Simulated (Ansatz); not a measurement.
**Trial structure types under relaxation**

Method: Ansatz, DFT r2SCAN, scalar-relativistic, plane waves, PAW. All cells share a 500 eV cutoff and Γ-centred k meshes spaced at most 0.3 Å⁻¹ (0.19 for metals, 2π included).

Each formula is placed on the named type at a guessed volume, then cell and atoms relax at zero pressure without lowering the symmetry. Keeping the type says nothing about stability against other structures or lower symmetry. Neighbours of unlike kind (in an element, all neighbours) are counted within 25 % of the shortest distance of their pair. The atoms listed around a site end at a clear gap in distance instead, so their number can differ.

Spin–orbit coupling is left out.

(1) K on the beta-tin type (I4_1/amd, No. 141): does the type hold?

(2) Ta3C2 on the anti-tetradymite type (R-3m, No. 166), with C for Bi, Ta for Te: does the type hold?

(3) K on the alpha-gallium type (Cmce, No. 64): does the type hold?

(4) K on the simple hexagonal type (P6/mmm, No. 191): does the type hold?

Answers

(1) Yes: a = 8.321 Å, c = 4.539 Å. Around K lie 6 K at 4.31–4.54 Å (next K at 5.38 Å).

(2) Yes: a = 3.134 Å, c = 22.413 Å. Around Ta on Wyckoff site a (1 atom of the primitive cell) lie 6 C at 2.24 Å; Ta on Wyckoff site c (2 atoms of the primitive cell) has 3 C at 2.18 Å; around C lie 6 Ta at 2.18–2.24 Å.

(3) No, it ends in Fmmm (No. 69) with a = 4.843 Å, b = 7.812 Å, c = 16.499 Å. K has 1 K at 4.32 Å and 8 K at 4.60–4.84 Å (next K at 5.54 Å).

(4) Yes: a = 4.581 Å, c = 4.280 Å. K is coordinated by 2 K at 4.28 Å and 6 K at 4.58 Å.